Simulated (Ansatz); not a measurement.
Y2Be2Pb: rattling a relaxed structure

The structure comes from a generated guess, relaxed at this level; another structure or a mixture of phases may lie lower.

Theory: DFT PBE, scalar-relativistic, plane waves, PAW (Ansatz 0.2.0). Settings: cutoff 420 eV, Γ-centred mesh 12×12×4 on the computed 5-atom cell, Gaussian smearing of 0.10 eV; no spin polarisation.

The cell below (5 atoms, space group P-3m1 (No. 164)) is relaxed within its symmetry.

```
Y Be Pb
1.0
     3.63283    0.00000    0.00000
    -1.81641    3.14612    0.00000
     0.00000    0.00000   10.21139
Y Be Pb
2 2 1
Cartesian
  1.8164 1.0487 7.5675
  0.0000 2.0974 2.6439
  0.0000 2.0974 5.5792
  1.8164 1.0487 4.6321
  0.0000 0.0000 0.0000
```

For the test a repeat of it with 10 atoms (edges 3.63, 6.29, 10.21 Å) was strained at random (σ = 1.5 % a component), the atoms were moved at random (σ = 0.10 Å), and all was relaxed again on a coarse 6×4×2 mesh (in the run’s order of axes) with 0.20 eV smearing, with no symmetry imposed.

Spin–orbit coupling, which can matter for Pb, is left out.

Question: Does it come back?

Answer: It doesn't return. The energy falls by 392 meV/atom on that mesh, the volume changes by -8.3 %, and the end has space group C2/m (No. 12) at a loose tolerance. Relaxed again on a 10×10×4 mesh with 0.10 eV smearing, the new structure lies 386 meV/atom below the first (mesh in the axes of the run's cell; the cell below is made exact in the group named). Space group C2/m (No. 12), monoclinic, a = 12.822 Å, b = 3.718 Å, c = 10.378 Å, β = 120.0°. Y on its first site is surrounded by 4 Be at 2.75–3.00 Å, 2 Pb at 3.26 Å, 2 Be at 3.33 Å, 5 Y at 3.47–3.72 Å and 2 Pb at 3.51 Å; around Y on its second site lie 1 Be at 2.80 Å, 4 Be at 2.98–3.03 Å, 2 Pb at 3.26 Å, 6 Y at 3.39–3.72 Å, 1 Be at 3.41 Å and 1 Pb at 3.64 Å; Be on its first site has 5 Be at 2.14–2.27 Å and 4 Y at 2.75–2.90 Å; around Pb lie 4 Y at 3.26 Å, 5 Pb at 3.44–3.72 Å and 3 Y at 3.51–3.64 Å; 1 more site not described.

```cif
data_structure
_symmetry_space_group_name_H-M 'P 1'
_symmetry_Int_Tables_number 1
_cell_length_a 6.6752
_cell_length_b 6.6752
_cell_length_c 10.3784
_cell_angle_alpha 118.664
_cell_angle_beta 118.664
_cell_angle_gamma 32.337
_cell_volume 214.30
loop_
_atom_site_label
_atom_site_type_symbol
_atom_site_fract_x
_atom_site_fract_y
_atom_site_fract_z
_atom_site_occupancy
Y1 Y 0.64092 0.64092 0.73153 1
Y2 Y 0.40966 0.40966 0.81293 1
Y3 Y 0.35908 0.35908 0.26847 1
Y4 Y 0.59034 0.59034 0.18707 1
Be1 Be 0.28428 0.28428 0.96977 1
Be2 Be 0.87827 0.87827 0.01545 1
Be3 Be 0.71572 0.71572 0.03023 1
Be4 Be 0.12173 0.12173 0.98455 1
Pb1 Pb 0.12535 0.12535 0.46392 1
Pb2 Pb 0.87465 0.87465 0.53608 1
```
